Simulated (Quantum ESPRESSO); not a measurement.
# TiNbZrF3O5: input and log of a self-consistent run

A calculation, not a measurement. The program is pw.x of Quantum ESPRESSO 7.5 (plane-wave density functional theory). The cell is made up: 11 atoms on a fluorite lattice with one site empty, with randomly drawn elements, strain and displacements, not relaxed. PseudoDojo standard norm-conserving files (v0.5 for PBE, v0.4.1 for LDA and PBEsol) set the functional; there is no spin polarisation, spin-orbit coupling or dispersion term, and the masses in the input are unused placeholders.

Input:

```
&control calculation='scf', pseudo_dir='./dojo.nc.sr.pbe.v0_5.standard.upf', outdir='./o', disk_io='low', tprnfor=.true., tstress=.true. /
&system ibrav=0, nat=11, ntyp=5, nbnd=50, ecutwfc=84.00895049, nosym=.true., tot_charge=0,
 occupations='smearing', smearing='fd', degauss=0.0018374661
/
&electrons conv_thr=7.350e-09, electron_maxstep=60, /
ATOMIC_SPECIES
F 1.0 F.upf
Nb 1.0 Nb.upf
O 1.0 O.upf
Ti 1.0 Ti.upf
Zr 1.0 Zr.upf
CELL_PARAMETERS angstrom
4.945 -0.0563 0.0379
-0.0563 4.9558 0.0108
0.0379 0.0108 4.973
ATOMIC_POSITIONS angstrom
Ti -0.0725 -0.1079 0.0316
Nb 2.4766 -0.072 2.513
Zr 2.4447 2.3943 -0.0458
F 1.2118 1.3183 1.2759
O 1.2354 1.3123 3.6959
O 1.2505 3.7296 1.2849
F 1.165 3.6898 3.593
O 3.6622 1.1791 1.3162
F 3.5023 1.1703 3.6807
O 3.6055 3.6687 1.2761
O 3.624 3.5975 3.8342
K_POINTS automatic
5 5 5 1 1 1
```

The log is shortened where brackets say so; the opening notice, blank lines, dates and the lines on written files are dropped, and the path of the files is cut. It prints rydbergs, bohrs and kilobars, and counts compression as positive stress. With no partly filled state, the Fermi energy that it prints is only some level between the filled and the empty states on the mesh, and need not lie in the true gap.

```
     Program PWSCF v.7.5
     Parallel version (MPI & OpenMP), running on       4 processor cores
     Number of MPI processes:                 4
     Threads/MPI process:                     1
     [start-up lines left out]
     bravais-lattice index     =            0
     lattice parameter (alat)  =       9.3456  a.u.
     unit-cell volume          =     822.2642 (a.u.)^3
     number of atoms/cell      =           11
     number of atomic types    =            5
     number of electrons       =        88.00
     number of Kohn-Sham states=           50
     kinetic-energy cutoff     =      84.0090  Ry
     charge density cutoff     =     336.0358  Ry
     scf convergence threshold =      7.3E-09
     mixing beta               =       0.7000
     number of iterations used =            8  plain     mixing
     Exchange-correlation= PBE
                           (   1   4   3   4   0   0   0)
     [axes and pseudopotential details left out]
   Cartesian axes
     site n.     atom                  positions (alat units)
         1        Ti     tau(   1) = (  -0.0146599  -0.0218180   0.0063897  )
         2        Nb     tau(   2) = (   0.5007820  -0.0145588   0.5081422  )
         3        Zr     tau(   3) = (   0.4943316   0.4841405  -0.0092610  )
         4        F      tau(   4) = (   0.2450325   0.2665674   0.2579939  )
         5        O      tau(   5) = (   0.2498046   0.2653542   0.7473310  )
         6        O      tau(   6) = (   0.2528579   0.7541454   0.2598138  )
         7        F      tau(   7) = (   0.2355693   0.7460976   0.7265241  )
         8        O      tau(   8) = (   0.7405167   0.2384204   0.2661428  )
         9        F      tau(   9) = (   0.7081841   0.2366410   0.7442575  )
        10        O      tau(  10) = (   0.7290517   0.7418310   0.2580343  )
        11        O      tau(  11) = (   0.7327925   0.7274340   0.7752960  )
     number of k points=    63  Fermi-Dirac smearing, width (Ry)=  0.0018
                       cart. coord. in units 2pi/alat
        k(    1) = (   0.1004015   0.1007175   0.0984624), wk =   0.0320000
        k(    2) = (   0.0988719   0.1002667   0.2973677), wk =   0.0320000
     [further k points left out]
     Dense  grid:    85579 G-vectors     FFT dimensions: (  60,  60,  60)
     Estimated max dynamical RAM per process >     265.88 MB
     Estimated total dynamical RAM >    1000.84 MB
     Initial potential from superposition of free atoms
     starting charge      87.9937, renormalised to      88.0000
     Starting wfcs are   62 randomized atomic wfcs
     total cpu time spent up to now is        4.6 secs
     per-process dynamical memory:   212.1 Mb
     Self-consistent Calculation
     iteration #  1     ecut=    84.01 Ry     beta= 0.70
     Davidson diagonalization with overlap
     ethr =  1.00E-02,  avg # of iterations =  2.0
     total cpu time spent up to now is       12.2 secs
     total energy              =    -655.54518620 Ry
     estimated scf accuracy    <       5.61334186 Ry
     iteration #  2     ecut=    84.01 Ry     beta= 0.70
     Davidson diagonalization with overlap
     ethr =  6.38E-03,  avg # of iterations =  6.0
     total cpu time spent up to now is       26.0 secs
     total energy              =    -649.31026169 Ry
     estimated scf accuracy    <      76.39155845 Ry
     iteration #  3     ecut=    84.01 Ry     beta= 0.70
     Davidson diagonalization with overlap
     ethr =  6.38E-03,  avg # of iterations =  7.4
     total cpu time spent up to now is       37.9 secs
     total energy              =    -658.57636352 Ry
     estimated scf accuracy    <       2.43916640 Ry
     iteration #  4     ecut=    84.01 Ry     beta= 0.70
     Davidson diagonalization with overlap
     ethr =  2.77E-03,  avg # of iterations =  2.1
     total cpu time spent up to now is       45.2 secs
     total energy              =    -658.66293118 Ry
     estimated scf accuracy    <       1.20100937 Ry
     iteration #  5     ecut=    84.01 Ry     beta= 0.70
     Davidson diagonalization with overlap
     ethr =  1.36E-03,  avg # of iterations =  1.6
     total cpu time spent up to now is       51.8 secs
     total energy              =    -658.52340835 Ry
     estimated scf accuracy    <       0.78572207 Ry
     [iterations 6 to 13 left out]
     iteration # 14     ecut=    84.01 Ry     beta= 0.70
     Davidson diagonalization with overlap
     ethr =  4.49E-08,  avg # of iterations =  2.2
     total cpu time spent up to now is      131.0 secs
     total energy              =    -658.62899959 Ry
     estimated scf accuracy    <       0.00000506 Ry
     iteration # 15     ecut=    84.01 Ry     beta= 0.70
     Davidson diagonalization with overlap
     ethr =  5.75E-09,  avg # of iterations =  5.8
     total cpu time spent up to now is      142.1 secs
     total energy              =    -658.62900191 Ry
     estimated scf accuracy    <       0.00000322 Ry
     iteration # 16     ecut=    84.01 Ry     beta= 0.70
     Davidson diagonalization with overlap
     ethr =  3.66E-09,  avg # of iterations =  1.7
     total cpu time spent up to now is      149.3 secs
     total energy              =    -658.62900205 Ry
     estimated scf accuracy    <       0.00000058 Ry
     iteration # 17     ecut=    84.01 Ry     beta= 0.70
     Davidson diagonalization with overlap
     ethr =  6.58E-10,  avg # of iterations =  4.2
     total cpu time spent up to now is      157.5 secs
     total energy              =    -658.62900210 Ry
     estimated scf accuracy    <       0.00000009 Ry
     iteration # 18     ecut=    84.01 Ry     beta= 0.70
     Davidson diagonalization with overlap
     ethr =  9.89E-11,  avg # of iterations =  4.6
     total cpu time spent up to now is      167.8 secs
     End of self-consistent calculation
          k = 0.1004 0.1007 0.0985 ( 10696 PWs)   bands (ev):
   -48.7560 -47.0214 -38.7987 -24.9817 -24.9516 -24.8192 -23.2683 -23.0806
   -22.9384 -17.5985 -17.3216 -17.0303 -14.4584 -14.0720 -13.3643  -7.9767
    -7.4136  -7.1763  -6.9017  -6.5062   2.0128   2.1987   2.6309   2.8998
     3.0074   3.3614   3.7642   4.0367   4.3751   5.0423   5.2470   5.4498
     6.5118   6.9464   7.1282   7.2615   7.4548   7.5064   7.9306   8.1422
     8.5265   8.6410   8.9665   9.7198  10.6729  10.7280  11.1081  11.3692
    11.7824  12.0551
     [levels at the other k points left out]
     the Fermi energy is    10.1491 ev
!    total energy              =    -658.62900213 Ry
     estimated scf accuracy    <          7.3E-09 Ry
     smearing contrib. (-TS)   =      -0.00000000 Ry
     internal energy E=F+TS    =    -658.62900213 Ry
     The total energy is F=E-TS. E is the sum of the following terms:
     one-electron contribution =    -195.61540744 Ry
     hartree contribution      =     147.60980760 Ry
     xc contribution           =    -138.45395932 Ry
     ewald contribution        =    -472.16944297 Ry
     convergence has been achieved in  18 iterations
     Forces acting on atoms (cartesian axes, Ry/au):
     atom    1 type  4   force =    -0.04681579   -0.05434900    0.10286575
     atom    2 type  2   force =     0.02413799   -0.04529393   -0.14243187
     atom    3 type  5   force =    -0.02804887    0.03218274    0.09913890
     atom    4 type  1   force =    -0.02726695   -0.05730565    0.00722821
     atom    5 type  3   force =    -0.02577838   -0.12162479    0.03050773
     atom    6 type  3   force =    -0.02726652    0.10882236   -0.07665302
     atom    7 type  1   force =    -0.02899027    0.01912591    0.05886920
     atom    8 type  3   force =    -0.02192858   -0.06947971   -0.06123911
     atom    9 type  1   force =     0.12016437   -0.02965384    0.02165793
     atom   10 type  3   force =     0.04466146    0.07603798    0.00195619
     atom   11 type  3   force =     0.01713156    0.14153793   -0.04189990
     Total force =     0.385498     Total SCF correction =     0.000209
     Computing stress (Cartesian axis) and pressure
          total   stress  (Ry/bohr**3)                   (kbar)     P=        9.94
   0.00021691   0.00016530   0.00002917           31.91       24.32        4.29
   0.00016530   0.00004293   0.00001123           24.32        6.32        1.65
   0.00002917   0.00001123  -0.00005708            4.29        1.65       -8.40
     init_run     :      4.24s CPU      4.41s WALL (       1 calls)
     electrons    :    162.19s CPU    163.16s WALL (       1 calls)
     forces       :      1.56s CPU      1.57s WALL (       1 calls)
     stress       :      5.32s CPU      5.34s WALL (       1 calls)
     [timing details left out]
     PWSCF        :   2m53.59s CPU   2m54.79s WALL
     JOB DONE.
```

In other units: free energy -8961.104 eV for the cell, pressure 0.99 GPa, largest force component 3.662 eV/Å. A rerun of this cell at a cutoff of 1467 eV and k mesh 7 x 7 x 7 moved values by no more than 0.003 eV in energy, 0.04 GPa in stress and 0.002 eV/Å in force.